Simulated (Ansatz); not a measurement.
## Pt (Fm-3m): what a change of settings does

```
CELL_PARAMETERS angstrom
0.00000 1.97086 1.97086
1.97086 0.00000 1.97086
1.97086 1.97086 0.00000
ATOMIC_POSITIONS crystal
Pt 0.00000 0.00000 0.00000
```

Computed, not measured; unless marked otherwise by r²SCAN, PAW on Ansatz 0.2.0's default frozen-core files (fitted under PBE), scalar-relativistic. k mesh 22×22×22, strains of ±0.005, Fermi-Dirac smearing of 0.100 eV, cutoff 500 eV. The cell was relaxed by PAW under this functional.

With these settings the run gives C11 = 331.1, C44 = 73.3 GPa and B_V = 269.8 GPa (relaxed ions).

Question: The run is repeated in the same cell with basis.ecutwfc from its default to 44.1 Ry. What moves, and by how much?

Answer: C11: +0.03 %; C44: +0.06 %; B_V: +0.04 %.

Limits of these numbers: frozen-core PAW files fitted under PBE, their cores solved anew for the functional of the run; responses of metals move with mesh and smearing; no spin-orbit coupling on heavy atoms.
